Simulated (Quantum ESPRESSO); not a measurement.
# Moving one atom in Zn3MgS3Cl

The results below are calculated, not measured. They come from pw.x of Quantum ESPRESSO 7.5, a plane-wave density functional program, with PseudoDojo standard norm-conserving files (v0.5 for PBE, v0.4.1 for LDA and PBEsol). The cells are made up: elements, strain and atom displacements were drawn at random, and nothing was relaxed. There is no spin polarisation, spin-orbit coupling or dispersion term.

The cell has 8 sites of a wurtzite lattice (rectangular cell). Sites 1 to 4 hold Zn Mg Zn Zn; sites 5 to 8 hold S S S Cl. Cell vectors in Å: (3.781, -0.031, 0.000); (-0.054, 6.697, 0.091); (0.000, 0.086, 6.296). Settings: PBE, cutoff 1143 eV, 7 x 6 x 6 k mesh shifted by half a step, Fermi-Dirac smearing of 0.1 eV.

Each run shifts the Zn atom on site 1 along z and leaves all else fixed. Site 5 is one of its nearest neighbours. E is the free energy of the cell above the lowest run shown.

```
run  shift (Å)  Fz on site 1 (eV/Å)  Fz on site 5 (eV/Å)  P (GPa)  E (meV)
  1    -0.1292                1.152               -0.335     7.67    165.3
  2    -0.1004                1.079               -0.299     7.60    133.2
  4     0.0380                0.502                0.032     7.39     19.2
  5     0.0564                0.392                0.102     7.38     11.0
  6     0.0791                0.244                0.200     7.37      3.8
  7     0.1027                0.073                0.316     7.38      0.0
  3    -0.0761                    ?                    ?        ?        ?
```

A rerun of one of these cells at 1437 eV and k mesh 9 x 8 x 8 moved values by no more than 0.003 eV in the cell's energy, 0.07 GPa in stress and 0.008 eV/Å in force.

## Worked fit

A parabola through the six runs shown gives Fz on site 1 = 0.706 - 4.94 u - 11.7 u² eV/Å, with u in Å and a scatter of 0.004 eV/Å. Minus the slope, 4.94 ± 0.13 eV/Å², is this atom's force constant along z at u = 0, with its periodic images moving too. The fitted force does not vanish within the range. The error is the larger of the fit's own and the change that a cubic makes, rounded up.

## Withheld run

Question: what Fz on site 1 should run 3 give?

The fit gives 1.014 eV/Å. The calculation gave 1.005 eV/Å.

```
run,shift (Å),Fz on site 1 (eV/Å),Fz on site 5 (eV/Å),P (GPa),E (meV)
3,-0.0761,1.005,-0.262,7.55,107.9
```